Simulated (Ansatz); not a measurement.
Data:

CdSe (zinc blende) is sheared across one {111} plane, shuffle cut: the third cell vector gains the shift, so faults repeat every 10.5 Å. The cut lies between planes 2.63 Å apart; the cell height is held.

```
CdSe
1.0
    4.30049     0.00000     0.00000
    2.15025     3.72433     0.00000
    0.00000     0.00000    10.53401
Se Cd
3 3
Direct
  0.66667   0.66667   0.87500
  0.33333   0.33333   0.20833
  0.00000   0.00000   0.54167
  0.00000   0.00000   0.79167
  0.66667   0.66667   0.12500
  0.33333   0.33333   0.45833
```

In-plane vectors a = (4.300, 0.000) Å, b = (2.150, 3.724) Å, area 16.02 Å². The shift is s times the vector a + b (length 7.449 Å), so s = 1 restores the start. Atoms relax along the normal only. γ = [E(shift) − E(0)] / area.

Method: PBEsol (plane waves to 420 eV, PAW, scalar-relativistic; Ansatz, an electronic-structure program). k mesh 8×8×3 (Γ-centred), Fermi-Dirac smearing 0.05 eV. Energies are extrapolated to zero smearing. Faults lie only 10.5 Å apart, and holding the cell height raises γ above its relaxed value. CdSe was relaxed with its symmetry unable to fall. γ is measured from zero shift.

The scan covers s from 0.000 to 0.917 in 12 points.

**Question.** Does γ have a local minimum between the ends of the line, and at which s?

**Answer.** s = 0.583.

**Question.** At which s is γ highest?

**Answer.** s = 0.333.

**Question.** What is γ at the local minimum s = 0.583?

**Answer.** 421 mJ/m².

**Question.** What is the highest γ among twelve even steps of s?

**Answer.** 729 mJ/m².

(The slope of γ gives the shear force per area between the displaced halves; near zero shift its curvature is an elastic stiffness.)
